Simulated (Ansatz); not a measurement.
YGe$_{3}$ in space group Cmcm (No. 63; Y on 4c, Ge on 4c, Ge on 4c, Ge on 4c) at seven volumes, PBEsol in the plane-wave PAW code Ansatz, shape and atoms relaxed at each. One row is withheld.

```tsv
V (Å³/atom)	P (GPa)
18.206	9.55
18.806	5.84
19.406	2.69
20.006	0.00
20.606	?
21.207	-4.24
21.807	-5.90
```

**Question.** Fit the shown pressures and predict the withheld one.

**Answer.** P = (3/2)B₀(x^(7/2) − x^(5/2))[1 + (3/4)(B′ − 4)(x − 1)] with x = (V₀/V)^(2/3). Least squares on the six rows gives V₀ = 20.007 Å³/atom, B₀ = 82.5 GPa, B′ = 4.33. At V = 20.606, x = 0.9805 and P = -2.28 GPa. The run itself gave -2.29 GPa.

The first step of the workflow began from a Materials Project structure, measured or hypothetical; the Crystallography Open Database copy checked does not list it. Whether it is the stable phase at ambient conditions was not checked. The cell was relaxed with PBEsol under the symmetry of its start; whether a distortion lowers the energy is not shown. The run is not spin-polarised.

Potentials: the later of the program's two PAW sets.
